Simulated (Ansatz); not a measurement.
This run works on a generated trial structure, not on a known crystal.

Input and command of a plane-wave DFT calculation in Ansatz:

```yaml
crystal:
  lattice:
    - [2.26850499, -3.48232867, 0.0]
    - [2.26850499, 3.48232867, 0.0]
    - [0.0, 0.0, 5.76659275]
  atoms:
    - { symbol: Li, position: [0.5, 0.5, 0.19133929] }
    - { symbol: Li, position: [0.5, 0.0, 0.30866086] }
    - { symbol: Li, position: [0.0, 0.5, 0.30866086] }
    - { symbol: Mg, position: [0.0, 0.0, 0.0] }
    - { symbol: Cl, position: [0.5, 0.5, 0.80866071] }
    - { symbol: Cl, position: [0.0, 0.5, 0.69133914] }
    - { symbol: Cl, position: [0.5, 0.0, 0.69133914] }
basis:
  ecutwfc: 420
kpoints:
  mp_grid: { grid: [4, 4, 4] }
hamiltonian:
  xc: pbe
scf:
  occupations: { method: gaussian, width: 0.1 }
  lower_state_search: "off"
output:
  forces: true
  stress: true
  eigenvalues: true
relax:
  adjacent_minimum: "off"
  f_tol: 0.04
  max_steps: 70
  cell: { stress_tol: 0.4 }
```

```bash
ansatz run input.yaml --threads 1 --pin off --max-ram 2560MiB --backend cpu --events-out ev --progress --plain --runs-dir out
```

Processor: Arm Neoverse V2, 1 thread, on a host shared with other jobs.

Task: Estimate time, memory and problem size.

Result: About 2.1 min, peak memory 0.37 GiB. It solves 27 bands at 21 k points (after reduction by symmetry) with about 2847 plane waves (on the last cell), in 159 SCF iterations over 24 ionic steps.
